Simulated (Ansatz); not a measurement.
Relaxed-ion elastic tensor of AgCl (rock salt, space group No. 225) in GPa (Voigt order), PBE (plane waves, PAW; program Ansatz); density 5.39 g/cm³, 22.09 Å³ per atom.

```
52.4  36.7  36.7   0.0   0.0   0.0
36.7  52.4  36.7   0.0   0.0   0.0
36.7  36.7  52.4   0.0   0.0   0.0
 0.0   0.0   0.0   6.3   0.0   0.0
 0.0   0.0   0.0   0.0   6.3   0.0
 0.0   0.0   0.0   0.0   0.0   6.3
```

Q: Is the crystal mechanically stable?

A: Yes: the smallest eigenvalue of C is 6.3 GPa.

Q: Work out the Voigt, Reuss and Hill averages.

A: K_V = 41.9, K_R = 41.9, K_H = 41.9; G_V = 6.9, G_R = 6.8, G_H = 6.9 GPa.

Q: Give Young's modulus, Poisson's ratio, Pugh's ratio and the universal anisotropy index.

A: E = 9KG/(3K + G) = 19.6 GPa; ν = 0.42; K/G = 6.10 (ductile by the Pugh limit of 1.75); A_U = 5G_V/G_R + K_V/K_R − 6 = 0.06.

Q: Estimate the sound speeds and the Debye temperature.

A: v_l = √((K + 4G/3)/ρ) = 3080 m/s, v_t = √(G/ρ) = 1130 m/s, mean 1280 m/s; Θ = (h/k)(3n/4πV)^(1/3) v_m = 136 K.

Q: Give the Zener ratio and Young's modulus along [100], [110] and [111].

A: A = 2C44/(C11 − C12) = 0.80; 1/E = S11 − 2(S11 − S12 − S44/2)Γ with Γ = 0, 1/4, 1/3 gives 22.1, 18.9, 18.0 GPa.

Q: Solve the Christoffel equation for the three sound speeds along [100], [110], [111].

A: Eigenvalues of C_ijkl n_j n_l equal ρv². In km/s, slowest first: [100] 1.08, 1.08, 3.12; [110] 1.08, 1.21, 3.07; [111] 1.17, 1.17, 3.06.

Space group Fm-3m (rock salt). Symmetry was held in the PBE relaxation; phonons on a q-mesh show no instability. The run is not spin-polarised.

Potentials: the later of the program's two PAW sets.
